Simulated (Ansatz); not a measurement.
TiZn$_{3}$, DFT, LDA, PAW with Ansatz's default frozen-core files, scalar-relativistic (Ansatz 0.2.0), run on 1 thread of Arm Neoverse V1 on a shared host.

The geometry is COD entry 1527931, unchecked; take it as a test cell. The listed cell was then made from it by scaling, straining or moving an atom.

Command: `ansatz run input.yaml --threads 1 --pin off --max-ram 4096MiB --backend cpu --events-out ev --progress --plain --runs-dir out`

```yaml
crystal:
  lattice:
    - [3.8519284967, 0.0, 0.0]
    - [0.0, 3.8519284967, 0.0]
    - [0.0, 0.0, 3.8519284967]
  atoms:
    - { symbol: Ti, position: [0.0, 0.0, 0.0] }
    - { symbol: Zn, position: [0.0, 0.5, 0.5] }
    - { symbol: Zn, position: [0.5, 0.0, 0.5] }
    - { symbol: Zn, position: [0.5, 0.5, 0.0] }
kpoints:
  mp_grid: { grid: [9, 9, 9] }
scf:
  occupations: { method: fermi_dirac, width: 0.05 }
hamiltonian:
  xc: lda
  pseudopotentials: { kind: paw }
output:
  forces: true
  stress: true
  eigenvalues: true
  efg: { contact_densities: true }
```

**Question.** How large is the problem that the program sets up?

**Answer.** 35 irreducible k-points, 1141 plane waves at Γ, 29 bands.

**Question.** Estimate the wall time and the peak memory.

**Answer.** 6.7 s of wall time for 7 SCF iterations, with a peak of 0.4 GiB. Times on shared machines scatter by tens of per cent.

**Question.** And the same cell and mesh by all-electron PAW (datasets made for this crystal), asked for forces, stress, eigenvalues, efg, on the same hardware?

**Answer.** 15 s, peak memory 0.55 GiB.
